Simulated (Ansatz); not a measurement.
One crystal and one scan (frozen-phonon scan) at two levels, PBE (plane waves to 420 eV, PAW, scalar-relativistic; Ansatz, a quantum-chemistry and plane-wave program) and r2SCAN (plane waves to 500 eV, PAW, scalar-relativistic; Ansatz), each from its own relaxed cell and on its own mesh. The cell shown is that of PBE.

Starting cell, SiO2 (rutile):

```
CELL_PARAMETERS angstrom
      4.23588     0.00000     0.00000
      0.00000     4.23588     0.00000
      0.00000     0.00000     2.68991
ATOMIC_POSITIONS crystal
  Si 0.50000 0.50000 0.50000
  Si 0.00000 0.00000 0.00000
  O  0.80699 0.80699 0.50000
  O  0.30699 0.69301 0.00000
  O  0.69301 0.30699 0.00000
  O  0.19301 0.19301 0.50000
```

A phonon eigenvector at Γ is frozen into this cell: atom i moves by Q times the vector below, so Q is the largest atomic displacement, in Å. The cell is held.

| atom | x | y | z |
|---|---|---|---|
| Si1 | 0.000 | 0.000 | 0.495 |
| Si2 | 0.000 | 0.000 | -0.495 |
| O3 | 0.000 | 0.000 | 1.000 |
| O4 | 0.000 | 0.000 | -1.000 |
| O5 | 0.000 | 0.000 | -1.000 |
| O6 | 0.000 | 0.000 | 1.000 |

SiO2 was relaxed with its symmetry unable to fall. The PAW data are Ansatz's earlier set. Both scans cover Q from -0.180 to 0.180 Å.

ΔE (meV/cell), each from the undisplaced structure of its own level:

```json
[
 {"Q (Å)": "-0.180", "PBE": "2454", "r2SCAN": "2672"},
 {"Q (Å)": "-0.150", "PBE": "1697", "r2SCAN": "withheld"},
 {"Q (Å)": "-0.120", "PBE": "1083", "r2SCAN": "1181"},
 {"Q (Å)": "-0.090", "PBE": "607", "r2SCAN": "663"},
 {"Q (Å)": "-0.060", "PBE": "269", "r2SCAN": "294"},
 {"Q (Å)": "-0.030", "PBE": "67", "r2SCAN": "73"},
 {"Q (Å)": "0.000", "PBE": "0", "r2SCAN": "0"},
 {"Q (Å)": "0.030", "PBE": "67", "r2SCAN": "73"},
 {"Q (Å)": "0.060", "PBE": "269", "r2SCAN": "294"},
 {"Q (Å)": "0.090", "PBE": "607", "r2SCAN": "663"},
 {"Q (Å)": "0.120", "PBE": "1083", "r2SCAN": "1181"},
 {"Q (Å)": "0.150", "PBE": "1697", "r2SCAN": "withheld"},
 {"Q (Å)": "0.180", "PBE": "2454", "r2SCAN": "2672"}
]
```

**Question.** Estimate the r2SCAN value at -0.150 from the PBE value there and the ratio of the two levels in the two nearest given rows on that side of the minimum.

**Answer.** At -0.180 and -0.120 the ratio r2SCAN/PBE averages 1.090, which gives 1.090 × 1697 = 1850 meV/cell. The calculation gives 1850 meV/cell, +9.0 % against PBE.

(A displaced cell: forces are minus the slopes of the energy, force constants its curvatures, and phonons follow from these.)
